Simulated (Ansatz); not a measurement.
Question: Name crystals whose computed values (DFT-PBE in the program Ansatz with PAW potentials) fall in these windows: gap (eV) 0.82 to 1.1; electron conductivity mass (mₑ) 0.13 to 0.19; G_Hill (GPa) 51 to 68.

Answer: 

| crystal | gap (eV) | electron conductivity mass (mₑ) | G_Hill (GPa) |
|---|---|---|---|
| In2O3, bixbyite | 0.94 | 0.16 | 56.9 |
Others may fit too.

The cell was relaxed under the symmetry of its start. Spin–orbit coupling is left out wherever it is not named.

Potentials: the later of the program's two PAW sets.
